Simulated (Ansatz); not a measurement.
ZnCu (CsCl type)

```xyz
2
Lattice="2.9083 0.0000 0.0000 0.0000 2.9083 0.0000 0.0000 0.0000 2.9083" Properties=species:S:1:pos:R:3 pbc="T T T"
Zn     1.4541     1.4541     1.4541
Cu     0.0000     0.0000     0.0000
```

E(V) scan at fixed shape, V₀ the volume above. Symmetry pins the atoms to their sites.

Calculation: PBEsol (plane waves to 420 eV, PAW, scalar-relativistic; Ansatz, a quantum-chemistry and plane-wave program). k mesh 16×16×16 (Γ-centred), Fermi-Dirac smearing 0.05 eV. Compression counts positive. ZnCu is run without spin polarisation. ZnCu was relaxed with its symmetry unable to fall.

At one point of the scan the stress tensor (GPa) is:

```
   -5.9      0.0      0.0
    0.0     -5.9      0.0
    0.0      0.0     -5.9
```

### Question
Which point is it?
A. V/V₀ = 1.010
B. V/V₀ = 1.030
C. V/V₀ = 1.020
D. V/V₀ = 1.050

### Answer
D, V/V₀ = 1.050

(A scan under strain: stresses follow from slopes of the energy per volume, elastic moduli from its curvatures.)
